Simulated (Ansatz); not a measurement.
AgI in space group P6_3mc (No. 186; Ag on 2a, Ag on 2b, I on 2a, I on 2b), DFT-PBE+D3(BJ) in the program Ansatz with PAW potentials. The conduction-band minimum lies at Γ, with 1 equivalent valley. Second derivatives d²E/dk² of the lowest band at one valley (eV·Å²), along Cartesian directions:

| direction | d²E/dk² |
|---|---|
| [100] | 32.23 |
| [010] | 32.23 |
| [001] | 43.63 |
| [110] | 32.23 |
| [101] | 37.95 |
| [011] | 37.95 |

Q: Find the principal effective masses, the density-of-states mass and the conductivity mass.

A: Off-diagonal terms follow from H_xy = H[110] − (H_xx + H_yy)/2, and m*/mₑ = 7.620 eV·Å² over each eigenvalue: 0.17, 0.24, 0.24. One valley's DOS mass (m₁m₂m₃)^(1/3) = 0.21, conductivity mass 3/(Σ 1/mᵢ) = 0.21 mₑ.

Q: What effective density of states Nc follows at 300 K for parabolic valleys?

A: Nc = 2.509e19 × 1 × (0.21)^(3/2) ≈ 2.4e18 cm⁻³.

The workflow started from a Materials Project entry (that database holds measured and hypothetical structures alike). Its sites differ from those of the usual phase in this space group: another stacking or structure type. Symmetry was held in the PBE+D3(BJ) relaxation; its stability against distortions is not shown here. No spin polarisation was allowed. Spin–orbit coupling is left out wherever it is not named.

Potentials: the later of the program's two PAW sets.

Edges and masses are those of Kohn–Sham bands, whose gap is no quasiparticle gap.
